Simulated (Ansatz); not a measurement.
## TaP: computed property card

TaP:
```xyz
4
Lattice="-1.6549 1.6549 5.6370 1.6549 -1.6549 5.6370 1.6549 1.6549 -5.6370" Properties=species:S:1:pos:R:3 pbc="T T T"
Ta     0.0000     1.6549     5.6299
Ta     0.0000     0.0000     2.8114
P      1.6549     0.0000     4.6972
P      0.0000     0.0000     7.5157
```

Space group I4_1md (No. 109); conventional cell a = 3.3098 Å, b = 3.3098 Å, c = 11.2741 Å, α = 90.00°, β = 90.00°, γ = 90.00°.

Method: plane-wave PAW PBEsol (Ansatz code). Geometry: relaxed at this level of theory. Other levels are named where they apply.

Cell and energy:

- Volume per atom = 15.44 Å³
- Density = 11.40 g/cm³
- Formation energy from the elements (no fitted shifts) = -1.04 eV/atom

Electronic structure:

- Electronic character = no gap, with almost no states at the Fermi level (zero-gap or semimetallic)
- Density of states at the Fermi level = 0.02 states/eV per atom (mean over ±0.08 eV)
- Gap with spin–orbit coupling = none (metallic)

Mechanics:

- Bulk modulus (Birch–Murnaghan fit): 217 GPa
- Pressure derivative B′: 4.1

Phonons:

* **Highest zone-centre frequency**: 410 cm⁻¹
* **Zone-centre stability**: no imaginary mode at Γ

The first step of the workflow began from a Materials Project structure, measured or hypothetical; the Crystallography Open Database copy checked does not list it. COD files the formula under space group No. 141, so this cell is another polymorph or a model. Its standing as an ambient phase is unchecked. Symmetry was held in the PBEsol relaxation. No spin polarisation was allowed. A small band overlap can be real or an error of a semilocal functional. As this level gives no gap, phonon frequencies hold no LO–TO term and depend on the k-mesh and smearing (Fermi–Dirac, 0.1 eV here). The references are the lowest solids computed at this level, not always the standard phases. Spin–orbit coupling is left out wherever it is not named.

Potentials: the later of the program's two PAW sets.
